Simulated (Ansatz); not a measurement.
Input:

Nb2GaC:
Space group P6₃/mmc (No. 194); a = b = 3.139 Å, c = 13.550 Å, α = β = 90.00°, γ = 120.00°

```
atom  site  symmetry       x       y       z
----  ----  --------  ------  ------  ------
Nb      4f       3m.  0.3333  0.6667  0.0901
Ga      2d      -6m2  0.6667  0.3333  0.2500
C       2a      -3m.  0.0000  0.0000  0.0000
```

This is the r²SCAN-relaxed structure.

All from r²SCAN (plane waves, PAW; program Ansatz), unless another level is named. Give the electronic character.

metallic (no gap).

Give the density of states at the Fermi level.

0.45 states/eV per atom (mean over ±0.08 eV).

Give the formation energy from the elements (no fitted shifts).

-605 meV/atom.

Predict the gap with spin–orbit coupling.

none (metallic).

Space group P6_3/mmc. The workflow started from a Materials Project entry (that database holds measured and hypothetical structures alike); the Crystallography Open Database copy checked does not list it. Whether it is the stable phase at ambient conditions was not checked. The cell was relaxed with r²SCAN under the symmetry of its start; of distortions, only those at the zone centre were tested. The run is not spin-polarised. The references are the lowest solids computed at this level, not always the standard phases. Scalar-relativistic: spin–orbit coupling is off unless named, which matters more the heavier the elements.

Potentials: the later of the program's two PAW sets.
